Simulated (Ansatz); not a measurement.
Space group Pn-3m:1 (No. 224). a = 5.380 Å, b = 5.380 Å, c = 5.380 Å, α = 90.00°, β = 90.00°, γ = 90.00°
```
atom site symmetry x y z
  Pb    4b      .-3m  0.2500  0.2500  0.2500
   O    2a      -43m  0.0000  0.0000  0.0000
```

Equation of state of this Pb2O structure (not necessarily the ground state), with shape and atoms relaxed at each volume where symmetry leaves them free. It has no gap at any of these volumes. Level of theory: DFT PBEsol, scalar-relativistic, plane waves, PAW (Ansatz).

Settings: cutoff 420 eV, Γ-centred mesh 8×8×8 on the computed 6-atom cell, Gaussian smearing of 0.10 eV; no spin polarisation.

| V (Å³/atom) | E − E(largest V) (meV/atom) | P (GPa) |
| --- | --- | --- |
| 22.839 | 40.80 | 9.15 |
| 23.618 | 3.57 | 6.26 |
| 24.396 | -20.72 | 3.81 |
| 25.175 | -34.03 | 1.73 |
| 25.953 | -38.00 | -0.05 |
| 26.732 | -34.01 | -1.56 |
| 27.511 | -23.20 | -2.84 |
| 28.549 | 0.00 | -4.26 |

Task: Fit a third-order Birch–Murnaghan equation to E(V).

Result: V0 = 25.93 Å³/atom, B0 = 55 GPa, B0' = 4.3.

Spin-orbit coupling is left out, which matters for the bands of heavy elements.